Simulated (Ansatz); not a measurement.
Ansatz (a first-principles code) input:

Ansatz 0.2 input:
```yaml
crystal:
  lattice:
    - [3.7056137951, 0.0, 0.0]
    - [0.0, 3.7056137951, 0.0]
    - [0.0, 0.0, 3.7056137951]
  atoms:
    - { symbol: Rh, position: [0.0, 0.0, 0.0] }
    - { symbol: Mn, position: [0.0, 0.5, 0.5] }
    - { symbol: Mn, position: [0.5, 0.0, 0.5] }
    - { symbol: Mn, position: [0.5, 0.5, 0.0] }
    - { symbol: N, position: [0.5, 0.5, 0.5] }
kpoints:
  mp_grid: { grid: [11, 11, 11] }
basis: { xc_grid: 2, fft_grid_basis: typed }
hamiltonian:
  xc: pbesol
  pseudopotentials: { kind: paw }
scf:
  occupations: { method: gaussian, width: 0.05 }
checkpoint: { read: metal.run }
output: { write_density: true, elf: true, volumetric_format: npy }
```

Output (shortened):

```
Pseudopotential: Rh, paw, valence charge 17
Pseudopotential: Mn, paw, valence charge 15
Pseudopotential: N, paw, valence charge 5
Functional definition: PBEsol
Crystal: 5 atoms, lattice volume = 50.884 Å³
Basis set: ecut = 420 eV, 1021 PW (Γ), exchange–correlation on 50×50×50 points (8 copies of the dense FFT grid, shifted against one another)
Bands: 41, of which v1, the nominal top of the filled ones, is band 34 counted from 1 (33 counted from 0)
Symmetry: 48 space group operations
Space group: Pm-3m (ITA 221), of the structure as read, at distance tolerance 3.7e-5 Å
k-points: 56 of 1331
Stability of the state it starts from, as read at its close in the unpolarized treatment …
iter 1 solved again at ethr=9.46e-8 eV; its pass at ethr=3.10e-3 eV (dr2=6.34e-5 eV) is discarded
SCF iter   1: F=—  HF=-18324.720718 eV  |F-HF|=—  |Δ(HF+E_count)|=         —  Δρ=9.09e-7  dr2=3.00e-10  ethr=9.46e-8  ⟨swp⟩=3.1  Hψ=13851  notcnv=0
preconditioner: auto → Kerker (q_TF=auto, 2.856 Å⁻¹)
SCF iter   2: F=-18324.720718 eV  HF=-18324.720718 eV  |F-HF|=1.46e-11  |Δ(HF+E_count)|=   4.97e-8  Δρ=3.93e-7  dr2=2.98e-11  ethr=1.00e-12  ⟨swp⟩=6.7  Hψ=9438  notcnv=0
SCF 1 converged in 2 iterations: F = -18324.720718 eV  dr2 = 2.98e-11
SCF converged after 2 iterations
Free energy (F): -18324.720718 eV
Harris-Foulkes:  -18324.720718 eV  (|F-HF|=1.46e-11)
Internal energy: -18324.715187 eV  (E = F + TS)
E sigma→0 (E₀):  -18324.717952 eV
Entropy (-TS):   -0.005532 eV (-1.106 meV/atom)
Fermi energy:    20.534276 eV
--- Per-component energies (eV) ---
  E_band       = -546.567998
  E_kinetic    = 1636.706214
  E_local      = -6557.854566  (includes V_loc(G=0)·N_el)
  E_nonlocal   = 1118.103542
  E_hartree    = 2612.859974
  E_xc         = -626.820943
  E_vxc        = -800.104909  (∫ρ·V_xc dr)
  E_paw        = -7448.065568  (= ΣΔE_a)
  E_vpaw       = -1169.139225  (= ΣTr[D̂ρ^β])
  E_aug_tail   = 0.000883  (compensation charges beyond the density's cutoff)
  E_ewald      = -9060.457973
  E_core_change = 0.813249  (= ΣΔE_core)
  E_smearing   = -0.005532  (= −TS)
  E_closure    =  0.000000  (closes the sum)
  Σ components = -18324.720718   (vs F -18324.720718, Δ=0.00e0)
  [band-id]    e_kinetic+e_local+e_nonlocal+2·e_hartree+e_vxc+e_vpaw+e_augmentation_tail = -546.568112   (vs E_band -546.567998, Δ=-1.13e-4)
--- Band table (eV; the first three rows and the last of 56) ---
  k-point 0: bands = ["-58.7903", "-58.6970", "-58.6970", "-57.9948", "-28.0058", "-28.0058", "-28.0058", "-27.4806", "-27.4806", "-27.4806", "-27.4610", "-27.4610", "-27.4610", "-25.8920", "-25.8920", "-25.8920", "2.3553", "13.5372", "15.2344", "15.2344", …
  k-point 1: bands = ["-58.7884", "-58.6986", "-58.6970", "-57.9950", "-28.0034", "-28.0034", "-28.0021", "-27.4834", "-27.4811", "-27.4811", "-27.4620", "-27.4620", "-27.4614", "-25.8953", "-25.8932", "-25.8932", "2.4062", "13.5866", "15.0630", "15.1825", …
  k-point 2: bands = ["-58.7831", "-58.7032", "-58.6969", "-57.9957", "-27.9968", "-27.9968", "-27.9918", "-27.4912", "-27.4838", "-27.4838", "-27.4633", "-27.4633", "-27.4624", "-25.9040", "-25.8965", "-25.8965", "2.5472", "13.5883", "14.6752", "14.8702", …
  k-point 55: bands = ["-58.7272", "-58.7254", "-58.7254", "-57.9991", "-28.2905", "-27.7807", "-27.7807", "-27.6596", "-27.6596", "-27.6586", "-27.3596", "-27.3596", "-27.3588", "-25.8912", "-25.8890", "-25.8890", "4.5591", "11.6275", "11.6275", "11.6545", …
```

Cost: very roughly 6 core-seconds on shared cores.

The workflow started from an entry of the Crystallography Open Database (COD). Whether it is the stable phase at ambient conditions was not checked. Symmetry was held in the PBEsol relaxation; its stability against distortions is not shown here. No spin polarisation was allowed. The volume moved by -17 % from the start of the relaxation. The volume fell by over 15 % from the filed cell, which may lack light atoms or belong to other conditions. With an odd number of electrons in the cell and no spin polarisation, the count alone makes it a metal. Scalar-relativistic: spin–orbit coupling is off unless named, which matters more the heavier the elements.

Potentials: the later of the program's two PAW sets.

Ansatz is a plane-wave DFT program.
